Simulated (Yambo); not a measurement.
**Convergence of the G0W0 gap of RbCl**

G0W0@PBEsol for RbCl (CsCl type, space group Pm-3m, No. 221) in Yambo. Reference settings: 4×4×4 Γ-centred k mesh, 134 bands and a 10 Ry block in the screening, 134 bands in G with the Bruneval-Gonze terminator, plasmon pole fitted at 27.2 eV. The PBEsol gap M → Γ on this mesh is 4.94 eV; G0W0 gaps are taken between the same points.

```
change from the reference     G0W0 gap M → Γ (eV)  shift of the valence edge (eV)        rough Yambo cost
----------------------------  -------------------  ------------------------------  ----------------------
reference settings                           7.86                           -2.09                       1
44 bands in W, 44 bands in G                 7.75                           -1.83               about 1/3
81 bands in W, 81 bands in G                 7.81                           -2.01  within a factor of two
44 bands in G                                7.86                           -2.08                       –
81 bands in G                                7.86                           -2.09                       –
1 Ry block                                   7.45                           -1.65               about 1/3
4 Ry block                                   7.64                           -1.87               about 1/3
pole fitted at 10 eV                         7.77                           -1.93                       –
no random integration                        7.76                           -1.90                       –
44 bands in G, no terminator                 7.69                           -1.64                       –
81 bands in G, no terminator                 7.77                           -1.88                       –
```

The reference isn't shown to be the converged limit. Costs are rough (shared machines), scaled to the same edge states, and given only for runs that recompute the screening.

Geometry relaxed with PBEsol; primitive cell a = b = c = 3.8861 Å, α = β = γ = 90.00°.

This is not the ordinary phase of the substance.

A shift is the quasiparticle energy of the state minus its PBEsol energy.
